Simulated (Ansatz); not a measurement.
Relaxing an invented Sm3O structure

Theory: DFT PBE, scalar-relativistic, plane waves, PAW, and for the lanthanide a 4f-in-core norm-conserving potential, in Ansatz. Cutoff 690 eV, Gaussian smearing, Γ-centred meshes. Cell and atoms relax first on a coarse mesh and then on a finer one. In between, the cell is made exact in the group found at 0.06 Å. In metals the finer mesh still leaves noise of several meV/atom or more. The steps can't lower the symmetry of their start. No spin polarisation.

A trial structure of Sm3O was built thus: random cell by space group and Wyckoff sites (I4/mmm, No. 139). The dimensions are guesses.

```cif
data_structure
_symmetry_space_group_name_H-M 'I4/mmm'
_symmetry_Int_Tables_number 139
_cell_length_a 5.5326
_cell_length_b 5.5326
_cell_length_c 6.5887
_cell_angle_alpha 90.000
_cell_angle_beta 90.000
_cell_angle_gamma 90.000
_cell_volume 201.68
loop_
_atom_site_label
_atom_site_type_symbol
_atom_site_symmetry_multiplicity
_atom_site_Wyckoff_symbol
_atom_site_fract_x
_atom_site_fract_y
_atom_site_fract_z
_atom_site_occupancy
Sm1 Sm 4 c 0.00000 0.50000 0.00000 1
Sm2 Sm 2 a 0.00000 0.00000 0.00000 1
O1 O 2 b 0.00000 0.00000 0.50000 1
```

The zero of energy is the elements' standard structures at the same level (O₂ as a molecule); no fitted shifts are applied.

Question: What does it relax into?

Answer: The symmetry goes from I4/mmm (No. 139) to Im-3m (No. 229). The volume per atom shrinks by 4.2 %, from 25.2 to 24.2 Å³. The shortest distance goes from 2.77 Å (Sm–O and Sm–Sm) to 2.89 Å (Sm–O and Sm–Sm). The end is written in a standard setting, so origin, axes and order of atoms can differ from the start's. Conventional cell: a = 5.781 Å. Sm has 2 O at 2.89 Å, 4 Sm at 2.89 Å, 4 O at 4.09 Å and 8 Sm at 4.09 Å; O is surrounded by 6 Sm at 2.89 Å.

Space group Im-3m (No. 229). a = 5.781 Å, b = 5.781 Å, c = 5.781 Å, α = 90.00°, β = 90.00°, γ = 90.00°
| atom | site | symmetry | x | y | z |
| --- | --- | --- | --- | --- | --- |
| Sm | 6b | 4/mm.m | 0.5000 | 0.0000 | 0.0000 |
| O | 2a | m-3m | 0.0000 | 0.0000 | 0.0000 |

Question: How does it come out in energy, and is it a metal?

Answer: The formation energy is +0.03 eV/atom. The gap on the 12×12×12 mesh of the 4-atom cell is 0 eV (a metal).

The formation energy is too near zero to say whether this cell lies below the elements.

The last run used Gaussian smearing of 0.10 eV. The end has I4/mmm (No. 139) at a tolerance of 0.01 Å; the cell shown is made exact in the group found at 0.05 Å. For metals, differences of a few meV/atom aren't resolved. An odd number of valence electrons (the lanthanide is held trivalent, its 4f shell in the core) allows no gap without spin; another valence of the lanthanide, a larger cell or a magnetic state could open one. The cell is a metal run without spin; a magnetic state may lie lower. Symmetry constrained the relaxation, so the result can be a saddle point. In all, the 3 runs took 7.6 min on 1 thread of Intel(R) Xeon(R) Processor @ 2.70GHz (shared host). Another cell of Sm3O relaxed alike, in I4/mmm, lies 77 meV/atom lower, so this cell isn't the stable form at this level.

The lanthanide is trivalent by construction, without f bands, f moments or other valences. The reference runs of the other elements, and any phases without the lanthanide, used 420 eV, which shifts energies against them by under 10 meV/atom. The lanthanide's reference is the lowest of its hcp, dhcp and fcc cells.
